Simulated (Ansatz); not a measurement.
PdCl$_{2}$:
```xyz
6
Lattice="5.3198 0.0000 0.0000 0.0000 3.8006 0.0000 -1.8809 0.0000 6.0591" Properties=species:S:1:pos:R:3 pbc="T T T"
Pd    -0.9404     0.0000     3.0295
Pd     0.0000     1.9003     0.0000
Cl     0.7906     0.9702     1.9209
Cl     2.6484     2.8304     4.1382
Cl     3.5888     2.8705     1.1087
Cl    -0.1499     0.9301     4.9504
```

Relaxed with LDA. Special points in fractions of this cell's reciprocal vectors: Γ (0.000, 0.000, 0.000); Z (0.000, 0.500, 0.000); D (0.000, 0.500, 0.500); B (0.000, 0.000, 0.500); A (-0.500, 0.000, 0.500); E (-0.500, 0.500, 0.500); C2 (-0.500, 0.500, 0.000); Y2 (-0.500, 0.000, 0.000).

Problem. List the band energies nearest the valence-band maximum at these points for LDA with spin–orbit coupling in the plane-wave PAW code Ansatz.

Solution. In eV from the valence-band maximum; about four levels below and three above (degenerate sets whole), none deeper than 8.9 eV; points with the same levels are listed once.

```tsv
k	below	above
Γ	-0.73 -0.73 -0.37 -0.37	1.22 1.22 1.93 1.93
Z	-0.55 -0.55 -0.55 -0.55	1.44 1.44 1.44 1.44
D	-0.25 -0.25 -0.21 -0.21	1.15 1.15 1.29 1.29
B	-0.73 -0.73 -0.73 -0.73	1.14 1.14 1.14 1.14
A	-0.60 -0.60 -0.60 -0.60	0.61 0.61 0.61 0.61
E	-0.44 -0.44 -0.40 -0.40	1.54 1.54 1.66 1.66
C2	-0.54 -0.54 -0.54 -0.54	1.40 1.40 1.40 1.40
Y2	-0.62 -0.62 0.00 0.00	1.25 1.25 2.20 2.20
```

Space group P2_1/c. The first step of the workflow began from a Materials Project structure, measured or hypothetical; the Crystallography Open Database copy checked does not list it. COD files the formula under space group No. 58, so this cell is another polymorph or a model. Its standing as an ambient phase is unchecked. Symmetry was held in the LDA relaxation; its stability against distortions is not shown here. No spin polarisation was allowed. A crystal of weakly bound layers computed without a dispersion correction: the cell and the soft elastic constants depend strongly on that.

Potentials: the later of the program's two PAW sets.
